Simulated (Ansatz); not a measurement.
WS2 in space group P6_3/mmc (No. 194; W on 2c, S on 4f) under volume change, plane-wave PAW r²SCAN+D4 (Ansatz code), shape and atoms relaxed at each volume.

```json
[
 {"V (Å³/atom)": "16.585", "E − E(relaxed) (meV/atom)": "26.6", "P (GPa)": "6.24"},
 {"V (Å³/atom)": "17.131", "E − E(relaxed) (meV/atom)": "10.3", "P (GPa)": "3.44"},
 {"V (Å³/atom)": "17.678", "E − E(relaxed) (meV/atom)": "2.2", "P (GPa)": "1.43"},
 {"V (Å³/atom)": "18.225", "E − E(relaxed) (meV/atom)": "0.0", "P (GPa)": "0.00"},
 {"V (Å³/atom)": "18.772", "E − E(relaxed) (meV/atom)": "1.6", "P (GPa)": "-0.89"},
 {"V (Å³/atom)": "19.318", "E − E(relaxed) (meV/atom)": "5.6", "P (GPa)": "-1.38"},
 {"V (Å³/atom)": "19.865", "E − E(relaxed) (meV/atom)": "10.6", "P (GPa)": "-1.54"}
]
```

Question: What does a third-order Birch–Murnaghan fit give for V₀, B₀ and B′?

Answer: V₀ = 18.23 Å³/atom, B₀ = 36.8 GPa, B′ = 13.8.

The cell was relaxed with r²SCAN+D4 under the symmetry of its start. No spin polarisation was allowed. Spin–orbit coupling is left out wherever it is not named.

Potentials: the later of the program's two PAW sets.
